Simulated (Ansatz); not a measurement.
**All-electron DFT: H2PdN3**

This is H2PdN3 placed on the sites of the ideal β-cristobalite structure, one site taken by a third element (a generated, not necessarily known, phase), then sheared and rattled, one atom being moved towards a neighbour.

Computed with DFT, PBE, all-electron full-potential LAPW, scalar-relativistic valence, Dirac core shells, point nucleus (Ansatz). Coarse mesh: 2×2×2 (half-step shift), σ = 0.15 eV (Fermi–Dirac). For a metal, stress, forces and moments on so few k-points can be far from the converged ones. On this fcc-type cell the shift lowers the mesh's symmetry. The run is spin-unpolarised. The cell's electron count is odd, so a run with spin could end lower. Atoms are numbered as listed.

Extended XYZ with forces in eV/Å (pressure in GPa):

```xyz
6
Lattice="-3.3326 -0.0714 3.4149 -0.0247 3.2492 3.3188 -3.2966 3.3093 -0.0354" Properties=species:S:1:pos:R:3:forces:R:3 pbc="T T T" pressure=4.08
H    -2.2846    4.3819    3.9773    4.9546    4.2707    4.0170
H    -3.8860    6.0221    5.7257   -4.4581   -3.6706   -3.4675
N    -3.0532    5.1984    4.8939   -0.1149   -0.1385    0.1190
N    -4.7099    5.1553    6.5685    0.0793    0.0023   -0.1128
Pd   -3.0866    6.8441    6.5279   -0.4482   -0.5455   -0.4283
N    -4.6977    6.8368    4.8770   -0.0127    0.0817   -0.1275
```

Stress tensor (GPa, compression positive):
```
 0.98 15.96 15.10
15.96  5.36 12.28
15.10 12.28  5.89
```
